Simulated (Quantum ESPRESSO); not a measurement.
# Strain and stress in Mg3GaO4

Calculated results; nothing here was measured. They come from pw.x of Quantum ESPRESSO 7.5, a plane-wave density functional program, with PseudoDojo standard norm-conserving files (v0.5 for PBE, v0.4.1 for LDA and PBEsol). The cells are made up: elements, strain and atom displacements were drawn at random, and nothing was relaxed. There is no spin polarisation, spin-orbit coupling or dispersion term.

The cell has 8 sites of a zincblende or diamond lattice. Sites 1 to 4 hold Mg Ga Mg Mg; sites 5 to 8 hold O O O O. Cell vectors in Å: (4.681, -0.051, 0.026); (-0.051, 4.745, -0.053); (0.026, -0.053, 4.728). Settings: PBE, cutoff 1143 eV, 6 x 6 x 6 k mesh shifted by half a step, Fermi-Dirac smearing of 0.1 eV.

Each run adds the same strain along x and y to one cell, with the atoms carried along; the vectors above are those of run 5. Stress is positive in tension and P is minus a third of its trace. E is the free energy for each atom above the lowest run shown.

```
run,strain (%),s_xx (GPa),s_yy (GPa),s_zz (GPa),s_xy (GPa),P (GPa),E (meV/atom)
1,-2.17,-2.65,-2.15,-0.99,-0.60,1.93,1.56
2,-1.61,-1.26,-0.71,0.12,-0.62,0.62,0.00
3,-0.52,1.27,1.89,2.12,-0.66,-1.76,0.49
5,0.02,2.44,3.10,3.02,-0.68,-2.85,2.36
6,0.70,3.84,4.54,4.09,-0.70,-4.15,6.24
7,1.94,6.18,6.95,5.84,-0.73,-6.32,17.24
4,-0.30,?,?,?,?,?,?
```

A rerun of one of these cells at 1437 eV and k mesh 8 x 8 x 8 moved values by no more than 0.007 eV in the cell's energy, 0.04 GPa in stress and 0.009 eV/Å in force.

## Worked fit

A parabola through the six runs shown gives s_xx = 2.40 + 2.13 e - 0.092 e² GPa, with e in per cent and a scatter of 0.01 GPa. The slope is a stiffness of 213 ± 1 GPa for each unit of this strain at e = 0, the sum of the responses of s_xx to strain along x and along y. The atoms are clamped, and relaxing them would in general lower it. The error is the larger of the fit's own and the change that a cubic makes, rounded up.

## Withheld run

Question: what s_xx should run 4 give?

The fit gives 1.75 GPa. The calculation gave 1.76 GPa.

```
run  strain (%)  s_xx (GPa)  s_yy (GPa)  s_zz (GPa)  s_xy (GPa)  P (GPa)  E (meV/atom)
  4       -0.30        1.76        2.39        2.49       -0.67    -2.21          1.14
```